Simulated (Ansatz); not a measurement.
A free-standing Janus 2H monolayer of ZnFI was relaxed with 5 functionals in the PAW code Ansatz, cell and atoms free, the symmetry of the start kept (meshes: PBE 12×12×1, r2SCAN 12×12×1, PBEsol 12×12×1, LDA 12×12×1, HSE06 6×6×1). Computed, not measured; no magnetism was allowed, and whether the structure is a known phase isn't checked.

The LDA result:
```xyz
3
Lattice="3.5224 0.0000 0.0000 -1.7612 3.0505 0.0000 0.0000 0.0000 29.2391" Properties=species:S:1:pos:R:3 pbc="T T F"
Zn    0.0000    2.0337    9.3012
F     1.7612    1.0168   10.2535
I     1.7612    1.0168    7.4453
```
Two periodic directions, a and b.

In-plane lattice: a = 3.522 Å, b = 3.522 Å, γ = 120.0°; thickness between the outer nuclei 2.81 Å. Zn has 3 F at 2.25 Å and 3 I at 2.75 Å; F has 3 Zn at 2.25 Å and 1 I at 2.81 Å; I has 3 Zn at 2.75 Å and 1 F at 2.81 Å.

Q: How does the cell change with PBEsol?

A: a = 3.579 Å; the area differs by +3.2 % from LDA's. Around Zn lie 3 F at 2.29 Å and 3 I at 2.77 Å; around F lie 3 Zn at 2.29 Å and 1 I at 2.84 Å; around I lie 3 Zn at 2.77 Å and 1 F at 2.84 Å.

Q: What lattice does HSE06 give?

A: a = 3.624 Å; the area differs by +5.9 % from LDA's. Zn is surrounded by 3 F at 2.31 Å and 3 I at 2.80 Å; F is surrounded by 3 Zn at 2.31 Å and 1 I at 2.85 Å; I is surrounded by 3 Zn at 2.80 Å and 1 F at 2.85 Å.

Q: Held at the r2SCAN cell, what mean stress do LDA and PBE find, and does its sign point to their own minimum?

A: Yes. LDA -2.15 N/m, and its relaxed area is -5.2 % from r2SCAN's; PBE +0.86 N/m, and its relaxed area is +1.9 % from r2SCAN's. Compression counts positive, so a positive stress asks for a larger cell.
